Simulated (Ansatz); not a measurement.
**Structure search: one Si3P4 candidate**

Method: Ansatz 0.2.0, DFT PBE, scalar-relativistic, plane waves, PAW. Cutoff 420 eV, Gaussian smearing, Γ-centred meshes. Cell and atoms relax first on a coarse mesh and then on a finer one. In between, the cell is made exact in the group found at 0.06 Å. In metals the finer mesh still leaves noise of several meV/atom or more. The steps can't lower the symmetry of their start. No spin polarisation.

Recipe of this trial structure of Si3P4: 3-, 4-connected net, the two elements on its two kinds of vertex (P6_3/m, No. 176). The dimensions are guesses.

```
Si P
1.0
     9.45395    0.00000    0.00000
    -4.72698    8.18737    0.00000
     0.00000    0.00000    3.62088
Si P
6 8
Cartesian
  6.7256 1.9280 2.7157
  1.6931 6.7885 0.9052
  0.3055 3.3268 0.9052
  4.4215 4.8605 2.7157
  3.0339 1.3988 2.7157
  -1.9986 6.2594 0.9052
  4.7270 2.7291 2.7157
  0.0000 5.4582 0.9052
  1.7327 7.9640 2.7157
  3.4233 5.4825 0.9052
  7.7633 2.4815 0.9052
  -3.0364 5.7059 2.7157
  2.9943 0.2234 0.9052
  1.3037 2.7048 2.7157
```

The zero of energy is the elements' standard structures at the same level; no fitted shifts are applied. The references include black phosphorus.

Task: Describe the relaxed structure.

Result: The symmetry stays P6_3/m (No. 176). The volume per atom grows by 9.0 %, from 20.0 to 21.8 Å³. The shortest distance goes from 2.15 Å (Si–P) to 2.25 Å (Si–P). Conventional cell: a = 9.793 Å, c = 3.678 Å. Si is surrounded by 4 P at 2.25–2.26 Å; around P on a site of symmetry -6 lie 3 Si at 2.25 Å; P on a site of symmetry m has 3 Si at 2.26 Å.

```cif
data_structure
_symmetry_space_group_name_H-M 'P6_3/m'
_symmetry_Int_Tables_number 176
_cell_length_a 9.7928
_cell_length_b 9.7928
_cell_length_c 3.6778
_cell_angle_alpha 90.000
_cell_angle_beta 90.000
_cell_angle_gamma 120.000
_cell_volume 305.45
loop_
_atom_site_label
_atom_site_type_symbol
_atom_site_symmetry_multiplicity
_atom_site_Wyckoff_symbol
_atom_site_fract_x
_atom_site_fract_y
_atom_site_fract_z
_atom_site_occupancy
Si1 Si 6 h 0.82542 0.22837 0.75000 1
P1 P 2 c 0.66667 0.33333 0.75000 1
P2 P 6 h 0.63007 0.97352 0.75000 1
```

Task: How does it come out in energy, and is it a metal?

Result: The energy over the elements is +0.07 eV/atom and the gap on the 6×6×10 mesh of the 14-atom cell is 0.02 eV by band count, less than the smearing, so the run treats it as a metal.

A positive value: parting into the elements would lower its energy.

The last run used Gaussian smearing of 0.10 eV. The reference form of P is held partly by dispersion forces, which this level lacks. A structure relaxed within its symmetry needn't be a true minimum.
